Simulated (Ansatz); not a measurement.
Si3N4: computed property card

Si$_{3}$N$_{4}$:
```cif
data_N8Si6
_chemical_formula_sum 'Si6 N8'
_space_group_name_H-M_alt 'P 1'
_space_group_IT_number 1
_cell_length_a 5.47531
_cell_length_b 5.47531
_cell_length_c 5.47531
_cell_angle_alpha 60.000
_cell_angle_beta 60.000
_cell_angle_gamma 60.000
loop_
_space_group_symop_operation_xyz
  'x, y, z'
loop_
_atom_site_label
_atom_site_type_symbol
_atom_site_fract_x
_atom_site_fract_y
_atom_site_fract_z
_atom_site_occupancy
Si1 Si 0.62500 0.62500 0.12500 1
Si2 Si 0.62500 0.12500 0.62500 1
Si3 Si 0.62500 0.62500 0.62500 1
Si4 Si 0.12500 0.62500 0.62500 1
Si5 Si 0.25000 0.25000 0.25000 1
Si6 Si 0.00000 0.00000 0.00000 1
N1 N 0.86755 0.86755 0.86755 1
N2 N 0.85265 0.38245 0.38245 1
N3 N 0.86755 0.86755 0.39735 1
N4 N 0.38245 0.85265 0.38245 1
N5 N 0.39735 0.86755 0.86755 1
N6 N 0.38245 0.38245 0.38245 1
N7 N 0.86755 0.39735 0.86755 1
N8 N 0.38245 0.38245 0.85265 1
```

Space group Fd-3m (No. 227); conventional cell a = b = c = 7.7433 Å, α = β = γ = 90.00°.

Method: DFT-PBEsol in the program Ansatz with PAW potentials. Structure relaxed to zero pressure with the same functional. Other levels are named where they apply.

Cell and energy:

```
Item                                                          Result
-----------------------------------------------------  -------------
Volume per atom                                              8.29 Å³
Density                                                   4.01 g/cm³
Formation energy from the elements (no fitted shifts)  -1.13 eV/atom
```

Electronic structure:

```
Item                                                                                                 Result
------------------------------------------------  ---------------------------------------------------------
Band gap                                                                                 3.29 eV (indirect)
Valence-band maximum                                                on the K–Γ line, 56 % of the way from K
Conduction-band minimum                                                                                at Γ
Smallest direct gap on the standard path                                                            3.32 eV
Electron effective mass, band 1 of 3 at the edge  0.59 along [100], 0.47 along [110], 0.44 along [111] (mₑ)
Electron effective mass, band 2 of 3 at the edge  0.33 along [100], 0.38 along [110], 0.36 along [111] (mₑ)
Electron effective mass, band 3 of 3 at the edge  0.33 along [100], 0.33 along [110], 0.36 along [111] (mₑ)
Hole effective mass                                                    0.35, 1.1, 5.6 mₑ (principal values)
HSE06 gap on the PBEsol cell                                                                        4.73 eV
```

Mechanics:

```
Item                                                                           Value
--------------------------------------------  --------------------------------------
Bulk modulus (Birch–Murnaghan fit)                                         3080 kbar
Pressure derivative B′                                                           4.1
Elastic constants (relaxed ions, GPa)                C11 = 536, C12 = 195, C44 = 332
Mechanical stability                          stable (all eigenvalues of C positive)
Hill bulk and shear moduli                                           308 and 254 GPa
Young's modulus                                                              597 GPa
Poisson's ratio                                                                 0.18
Debye temperature from the elastic constants                                  1290 K
```

Dielectric response:

```
Quantity                                                                        Result
--------------------------------------------------------  ----------------------------
Electronic dielectric constant ε∞ (DFPT)                                          5.31
Static dielectric constant ε0 (ions relaxed, cell fixed)                          12.6
Born charges (a third of the trace)                       Si +3.60 to +3.67, N -2.73 e
```

Phonons:

```
Quantity                                                                  Result
--------------------------------------------------  ----------------------------
Highest zone-centre frequency (without LO–TO term)                      954 cm⁻¹
Zone-centre stability                                     no imaginary mode at Γ
Dynamical stability on the path                     stable (no imaginary branch)
Zero-point energy                                                 110.6 meV/atom
Vibrational entropy at 300 K                              7.7 J/(K·mol of atoms)
```

The PBEsol relaxation kept the symmetry of its start. The references are the lowest solids computed at this level, not always the standard phases (solids in place of the gases).

Potentials: the earlier of the program's two PAW sets. The files were generated under PBE; for other functionals the program regenerates the frozen cores, and for LDA and PBEsol the local potential too.
